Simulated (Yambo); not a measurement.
One stored BSE kernel of dimension 2304 for NaBa₂ReO₆ (space group Fm-3m, No. 225) (Yambo, PBEsol bands; 4×4×4 mesh, 12 valence and 3 conduction bands, static screening with 94 bands and a 3 Ry block, scissor 1.73 eV, Tamm-Dancoff; broadening 0.15 eV; field along x), solved in several ways.

| solver | iterations | largest change of Im ε (% of its maximum) | rough time |
|---|---|---|---|
| Haydock, threshold 2 % | 4 | 11 | within a factor of two |
| Haydock, threshold 0.5 % | 12 | 2.1 | within a factor of two |
| Haydock, threshold 0.1 % | 18 | 0.5 | within a factor of two |
| Haydock, threshold 0.005 % | 35 | 0.0 | 1 |
| SLEPc, lowest 10 states | – | no full spectrum | within a factor of two |
| SLEPc, lowest 60 states | – | no full spectrum | within a factor of two |
| full diagonalisation | – | reference | about 4× |

Haydock gives the spectrum without eigenstates, SLEPc the lowest states alone, full diagonalisation everything at a cost that grows as the cube of the dimension. Times include reading the kernel. Times are rough ratios from shared machines. Mesh and scissor weren't tested; the rows compare only with each other.

Spin-orbit coupling is not included.

Geometry of the Materials Project entry, not relaxed at this level; primitive cell a = 5.9548 Å, b = 5.9548 Å, c = 5.9548 Å, α = 60.00°, β = 60.00°, γ = 60.00°.
